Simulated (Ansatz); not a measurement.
Data:

CuI (wurtzite)

```
CuI
1.0
    4.18699     0.00000     0.00000
   -2.09349     3.62604     0.00000
    0.00000     0.00000     6.89779
Cu I
2 2
Direct
  0.66667   0.33333   0.87373
  0.33333   0.66667   0.37373
  0.66667   0.33333   0.50127
  0.33333   0.66667   0.00127
```

Equation-of-state scan: isotropic scaling of the cell above, V₀ being its volume. The atoms relax within the cell's symmetry.

Level of theory: PBEsol (plane waves to 420 eV, PAW, scalar-relativistic; Ansatz, an electronic-structure program). k mesh 9×9×5 (Γ-centred), Fermi-Dirac smearing 0.05 eV. The energy includes the smearing's −TS. Compression counts positive. With the shape held, the modulus is that of even scaling; a crystal free to change shape is softer. CuI is run without spin polarisation. CuI was relaxed with its symmetry unable to fall. Spin-orbit coupling is left out, though I is heavy. This is one of several known forms of CuI; the measured ambient cells at hand have space group No. 156 or 216. ΔE is measured from the relaxed starting cell.

The scan covers V/V₀ from 0.940 to 1.060 in 9 points.

### Question
What is ΔE at V/V₀ = 1.060?

### Answer
12.8 meV/atom.

### Question
What is ΔE at V/V₀ = 0.940?

### Answer
16.4 meV/atom.

### Question
What pressure does the cell carry at V/V₀ = 0.940?

### Answer
3.57 GPa.

(Under strain, the slope of the energy per volume gives the stress and its curvature an elastic modulus.)
